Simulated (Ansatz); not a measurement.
# YTe (Fm-3m), stationary points along a deformation path

All numbers below come from Ansatz 0.2.0, DFT PBEsol, scalar-relativistic, plane waves, PAW. Settings: plane waves to 420 eV, k-mesh 16×16×16 (Γ-centred), Gaussian smearing 0.15 eV. No spin polarisation. Energies are free energies at this smearing, counted from the undisturbed cell; pressure is positive in compression.

The undisturbed cell (as given, not relaxed at this level; it stands at -0.5 GPa, and it needn't be the usual structure):

```
CELL_PARAMETERS angstrom
0.00000 3.04750 3.04750
3.04750 0.00000 3.04750
3.04750 3.04750 0.00000
ATOMIC_POSITIONS crystal
Y 0.00000 0.00000 0.00000
Te 0.50000 0.50000 0.50000
```

At fixed volume and fractional coordinates, lengths along (0.577, 0.577, 0.577) are scaled against those across it; ρ is that ratio over its starting value. V = 28.303 Å³/atom. Δσ is the stress along the axis less the mean stress across it (compression positive).

| ρ | ΔE (meV/atom) | Δσ (GPa) | space group |
| --- | --- | --- | --- |
| 0.500 | 152.0 | 0.00 | Pm-3m |
| 0.710 | 138.5 | 4.41 | R-3m |
| 1.000 | 0.0 | 0.00 | Fm-3m |
| 1.410 | 178.9 | -12.38 | R-3m |
| 2.000 | 887.4 | -17.49 | R-3m |

Problem. How does the stress give the slope of the energy, and where is the energy stationary?

Solution. Along the path d ln(length) is 2/3 d ln ρ on the axis and −1/3 d ln ρ across it, so dE/d ln ρ = −(2/3) V Δσ: the energy falls with ρ where Δσ is positive. Δσ vanishes or changes sign at ρ = 0.500 (Pm-3m, an end of the scan), at 152.0 meV/atom; at ρ = 1.000 (Fm-3m), a minimum at 0.0 meV/atom. Pairs of stationary points between two samples would go unseen, and could change a minimum read from distant neighbours into a maximum. At ρ = 0.500, 1.000 the cell is cubic, where symmetry alone makes the stress isotropic and the slope zero.

In a metal these slopes depend on the k mesh and the smearing.